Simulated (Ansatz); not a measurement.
In PBE in the plane-wave PAW code Ansatz, AlPd₃N in the anti-perovskite structure (Pm-3m) relaxes to a = 4.131 Å. Al has 12 nearest neighbours from 2.92 Å (cuboctahedral); N has 6 nearest neighbours from 2.07 Å (octahedral). Its formation energy from the elements is 37 meV/atom, with no fitted shifts.

Electronic character: metallic (no gap). Gap from PBE with spin–orbit coupling: none (metallic).

The bulk modulus is 168 GPa.

The start of the workflow was typed in or built on a structure type; neither database checked (COD, Materials Project) lists it. Whether it is the stable phase at ambient conditions was not checked. The PBE relaxation kept the symmetry of its start; whether a distortion lowers the energy is not shown. The run is not spin-polarised. The volume moved by 19 % from the start of the relaxation. The references are the lowest solids computed at this level, not always the standard phases (solids in place of the gases). Spin–orbit coupling is left out wherever it is not named.

Potentials: the earlier of the program's two PAW sets.
